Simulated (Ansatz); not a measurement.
P2W:
Space group Cmc2₁ (No. 36); a = 3.1823 Å, b = 11.1736 Å, c = 4.9914 Å, α = 90.00°, β = 90.00°, γ = 90.00°

| atom | site | symmetry | x | y | z |
|---|---|---|---|---|---|
| P | 4a | m.. | 0.0000 | 0.0692 | 0.8826 |
| P | 4a | m.. | 0.0000 | 0.2006 | 0.1995 |
| W | 4a | m.. | 0.0000 | 0.4066 | 0.0009 |
(The calculation used a cell of 6 atoms; values per cell refer to that cell.)

Relaxed at zero pressure with r²SCAN in the plane-wave PAW code Ansatz.

### Question
The volume is raised by 6 % and shape and atoms relax at that volume. What pressure results, and how do the axes share the change?

### Answer
-10.1 GPa; a 2.2 %, b 1.7 %, c 2.1 %; the energy rises by 30 meV/atom.

### Question
Give the new structure.

### Answer

Space group Cmc2₁ (No. 36); a = 3.251 Å, b = 11.359 Å, c = 5.094 Å, α = β = γ = 90.00°

```csv
atom,site,symmetry,x,y,z
P,4a,m..,0.0000,0.0676,0.8821
P,4a,m..,0.0000,0.1982,0.1994
W,4a,m..,0.0000,0.4065,0.0015
```

The phase is kept; no other phase was compared at this pressure.

Space group Cmc2_1. The workflow started from a Materials Project entry (that database holds measured and hypothetical structures alike); the Crystallography Open Database files this formula in space group No. 36, but the cells were not matched. Whether it is the stable phase at ambient conditions was not checked. The cell was relaxed with r²SCAN under the symmetry of its start; whether a distortion lowers the energy is not shown. No spin polarisation was allowed. Spin–orbit coupling is left out wherever it is not named.

Potentials: the earlier of the program's two PAW sets.
